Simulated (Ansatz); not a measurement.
ZnCu (CsCl type, Pm-3m) at seven volumes, plane-wave PAW PBEsol (Ansatz code), scaled uniformly. One row is withheld.

```
V (Å³/atom)  P (GPa)
-----------  -------
11.184         16.41
11.553          9.94
11.921             ?
12.290          0.00
12.659         -3.78
13.028         -6.94
13.396         -9.57
```

Q: Fit the shown pressures and predict the withheld one.

A: Third-order Birch–Murnaghan: P = (3/2)B₀(x^(7/2) − x^(5/2))[1 + (3/4)(B′ − 4)(x − 1)] with x = (V₀/V)^(2/3). Least squares on the six rows gives V₀ = 12.290 Å³/atom, B₀ = 137.6 GPa, B′ = 4.97. At V = 11.921, x = 1.0205 and P = 4.53 GPa. The run itself gave 4.52 GPa.

The PBEsol relaxation kept the symmetry of its start. No spin polarisation was allowed.

Potentials: the earlier of the program's two PAW sets. The files were generated under PBE; for other functionals the program regenerates the frozen cores, and for LDA and PBEsol the local potential too.
